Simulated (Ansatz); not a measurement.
## One input, then a changed one: CuPd (Skaergaardite)

First run: DFT, r2SCAN, PAW with Ansatz's default frozen-core files, scalar-relativistic (Ansatz 0.2.0).

Command: `ansatz run input.yaml --threads 1 --pin off --max-ram 2048MiB --backend cpu --events-out ev --progress --plain --runs-dir out` It took 5.4 s on 1 thread of Intel(R) Xeon(R) Platinum 8488C (Sapphire Rapids), with other jobs on the host, peak memory 0.45 GiB.

```yaml
crystal:
  lattice:
    - [2.289732584, 0.0, 0.0]
    - [0.0, 2.289732584, 0.0]
    - [0.0, 0.0, 2.289732584]
  atoms:
    - { symbol: Cu, position: [0.0, 0.0, 0.0] }
    - { symbol: Pd, position: [0.5, 0.5, 0.5] }
kpoints:
  mp_grid: { grid: [12, 12, 12] }
  band_path:
    path:
      - [0.0, 0.0, 0.0]
      - [0.0, 0.5, 0.0]
      - [0.5, 0.5, 0.0]
      - [0.0, 0.0, 0.0]
      - [0.5, 0.5, 0.5]
      - [0.0, 0.5, 0.0]
      - [0.5, 0.5, 0.5]
      - [0.5, 0.5, 0.0]
    npoints: 6
scf:
  occupations: { method: fermi_dirac, width: 0.05 }
hamiltonian:
  xc: r2scan
  pseudopotentials: { kind: paw }
output:
  forces: true
  stress: true
  eigenvalues: true
  efg: { contact_densities: true }
  populations: true
```

The base volume is that of a database entry, with shape and atoms relaxed on PAW files at held volume, so it needn't be at zero pressure; the structure needn't be the stable phase, at rest or compressed.

This run: volume at 0.45 of the series' base cell.

It converges in 7 SCF iterations at a pressure of 990.4 GPa, cutoff 500 eV.

The input is then changed:

```diff
 kpoints:
-  mp_grid: { grid: [12, 12, 12] }
+  mp_grid: { grid: [12, 12, 12], shift: [0.5, 0.5, 0.5] }
   band_path:
   populations: true
+  write_density: true
+  write_potential: true
+  elf: true
+  volumetric_format: npy
```

**Question.** Predict the outcome of the changed run.

**Answer.** It converges in 9 SCF iterations at a pressure of 990.0 GPa, cutoff 500 eV, free energy +5.6 meV/atom against the first run's. More than one line changes, and not each need have an effect.
